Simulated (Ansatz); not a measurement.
PdRhN2:
```
CELL_PARAMETERS angstrom
      1.49226     0.86156     6.13210
     -1.49226     0.86156     6.13210
      0.00000    -1.72311     6.13210
ATOMIC_POSITIONS crystal
  Rh 0.50000 0.50000 0.50000
  Pd 0.00000 0.00000 0.00000
  N  0.89353 0.89353 0.89353
  N  0.10647 0.10647 0.10647
```

Relaxed with PBE. Special points in fractions of this cell's reciprocal vectors: Γ (0.000, 0.000, 0.000); T (0.500, 0.500, 0.500); H2 (0.820, 0.180, 0.500); H0 (0.500, -0.180, 0.180); L (0.500, 0.000, 0.000); S0 (0.340, -0.340, 0.000); S2 (0.660, 0.000, 0.340); F (0.500, 0.000, 0.500).

Q: List the band energies nearest the Fermi level at these points for PBE (plane waves, PAW; program Ansatz).

A: In eV from the Fermi level; about four levels below and three above (degenerate sets whole), none deeper than 8.9 eV; … stands for higher levels left out; points with the same levels are listed once.

```csv
k,below,above
Γ,-1.79 -1.79 -1.27 -0.71 -0.71,4.27 4.27 …
T,-2.42 -2.42 -2.23 -2.23 -0.02,0.47 0.47 3.73 3.73
H2,-1.98 -1.38 -1.27 -0.75,0.06 1.54 3.32
L,-1.10 -0.73 -0.32 -0.18,1.44 3.38 3.66
S0,-2.00 -1.41 -1.14 -0.85,0.14 1.51 3.37
F,-1.80 -1.10 -0.73 -0.12,1.19 3.89 3.99
```

Space group R-3m. The start of the workflow was typed in or built on a structure type; neither database checked (COD, Materials Project) lists it. Its standing as an ambient phase is unchecked. The cell was relaxed with PBE under the symmetry of its start; its stability against distortions is not shown here. The workflow began spin-polarised and lost its moments. Its formation energy is positive at this level, so the cell may be metastable or incomplete. Scalar-relativistic: spin–orbit coupling is off unless named, which matters more the heavier the elements.

Potentials: the later of the program's two PAW sets.
